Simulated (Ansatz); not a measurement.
**KF (rock salt): frozen-phonon scan**

Relaxed KF (rock salt):

```yaml
crystal:
  lattice:
    - [0.00000, 5.31833, 5.31833]
    - [2.65916, 0.00000, 2.65916]
    - [2.65916, 2.65916, 0.00000]
  atoms:
    - { symbol: F, position: [0.00000, 0.00000, 0.00000] }
    - { symbol: F, position: [0.50000, 0.00000, 0.00000] }
    - { symbol: K, position: [0.25000, 0.50000, 0.50000] }
    - { symbol: K, position: [0.75000, 0.50000, 0.50000] }
```

A phonon eigenvector at L = (0.5, 0.0, 0.0) is frozen into this cell: atom i moves by Q times the vector below, so Q is the largest atomic displacement, in Å. The cell is held. (q is in reciprocal vectors of the primitive cell; the cell shown is doubled to hold the pattern.)

```csv
atom,x,y,z
K3,-0.577,0.577,0.577
K4,0.577,-0.577,-0.577
```

Atoms not listed stay in place.

Computed with r2SCAN (plane waves to 500 eV, PAW, scalar-relativistic; Ansatz, an electronic-structure program). k mesh 11×11×11 (Γ-centred), Fermi-Dirac smearing 0.05 eV. The energy includes the smearing's −TS. Compression counts positive. KF was relaxed with its symmetry unable to fall. ΔE is measured from the undisplaced structure.

```
Q (Å)   ΔE (meV/cell)  P (GPa)  −dE/dQ from forces (eV/Å)
------  -------------  -------  -------------------------
-0.100           56.0     0.20                      1.119
-0.083           38.9     0.14                      0.933
-0.067           24.9     0.09                      0.747
-0.050           14.0     0.05                      0.560
-0.033            6.2     0.02                      0.374
-0.017            1.6     0.00                      0.187
0.000             0.0     0.00                      0.000
0.017             1.6     0.00                     -0.187
0.033             6.2     0.02                     -0.374
0.050            14.0     0.05                     -0.560
0.067            24.9     0.09                     -0.747
0.083            38.9     0.14                     -0.933
0.100            56.0     0.20                     -1.119
```

Summary:

The energy at Q = 0.100 Å is 56.0 meV/cell. Space group of the distorted cell: R-3m (No. 166), lowered from Fm-3m. Symmetry of the curve: even: the same for both signs. Shape of the curve: a single well with its minimum at or next to zero displacement. Harmonic wavenumber from the curvature (finite differences): 198 cm⁻¹. Wavenumber by perturbation theory (DFPT, on another k mesh): 197 cm⁻¹.

The 13 points together took about 6 core-minutes (a rough figure).

(A displaced cell: forces are minus the slopes of the energy, force constants its curvatures, and phonons follow from these.)
